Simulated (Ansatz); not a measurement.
La3Ga2Ni2:
```
CELL_PARAMETERS angstrom
      5.72464     0.00000     0.00000
      0.00000     8.32914     0.00000
      0.00000     0.00000    13.12375
ATOMIC_POSITIONS crystal
  La 0.32277 0.75217 0.75000
  La 0.67723 0.24783 0.25000
  La 0.32277 0.74783 0.25000
  La 0.67723 0.25217 0.75000
  La 0.16275 0.09934 0.40538
  La 0.83725 0.90066 0.59462
  La 0.83725 0.90066 0.90538
  La 0.16275 0.09934 0.09462
  La 0.16275 0.40066 0.59462
  La 0.83725 0.59934 0.40538
  La 0.83725 0.59934 0.09462
  La 0.16275 0.40066 0.90538
  Ga 0.81280 0.60548 0.75000
  Ga 0.18720 0.39452 0.25000
  Ga 0.81280 0.89452 0.25000
  Ga 0.18720 0.10548 0.75000
  Ga 0.64718 0.25000 0.00000
  Ga 0.35282 0.75000 0.00000
  Ga 0.35282 0.75000 0.50000
  Ga 0.64718 0.25000 0.50000
  Ni 0.39595 0.46433 0.41268
  Ni 0.60405 0.53567 0.58732
  Ni 0.60405 0.53567 0.91268
  Ni 0.39595 0.46433 0.08732
  Ni 0.39595 0.03567 0.58732
  Ni 0.60405 0.96433 0.41268
  Ni 0.60405 0.96433 0.08732
  Ni 0.39595 0.03567 0.91268
```

Relaxed with r²SCAN. Special points in fractions of this cell's reciprocal vectors: Γ (0.000, 0.000, 0.000); X (0.500, 0.000, 0.000); S (0.500, 0.500, 0.000); Y (0.000, 0.500, 0.000); Z (0.000, 0.000, 0.500); U (0.500, 0.000, 0.500); R (0.500, 0.500, 0.500); T (0.000, 0.500, 0.500).

Problem. List the band energies nearest the Fermi level at these points for r²SCAN (plane waves, PAW; program Ansatz).

Solution. In eV from the Fermi level; about four levels below and three above (degenerate sets whole), none deeper than 8.9 eV; points with the same levels are listed once.

```json
[
 {"k": "Γ", "below": "-0.39 -0.38 -0.19 -0.17", "above": "0.29 0.49 0.52"},
 {"k": "X", "below": "-0.24 -0.24 -0.20 -0.10", "above": "0.04 0.18 0.30"},
 {"k": "S", "below": "-0.33 -0.33 -0.10 -0.10", "above": "0.33 0.33 0.50 0.50"},
 {"k": "Y", "below": "-0.56 -0.56 -0.56 -0.56 -0.01 -0.01", "above": "0.00 0.00 0.32 0.32"},
 {"k": "Z", "below": "-0.45 -0.45 -0.09 -0.09", "above": "0.16 0.16 0.42 0.42"},
 {"k": "U", "below": "-0.23 -0.23 -0.09 -0.09", "above": "0.16 0.16 0.18 0.18"},
 {"k": "R", "below": "-0.39 -0.39 -0.39 -0.39", "above": "0.08 0.08 0.08 0.08"},
 {"k": "T", "below": "-0.13 -0.13 -0.13 -0.13", "above": "0.34 0.34 0.34 0.34"}
]
```

Space group Pbcm. The workflow started from a Materials Project entry (that database holds measured and hypothetical structures alike); the Crystallography Open Database copy checked does not list it. Whether it is the stable phase at ambient conditions was not checked. Symmetry was held in the r²SCAN relaxation; whether a distortion lowers the energy is not shown. The run is not spin-polarised. Scalar-relativistic: spin–orbit coupling is off unless named, which matters more the heavier the elements.

Potentials: the later of the program's two PAW sets.
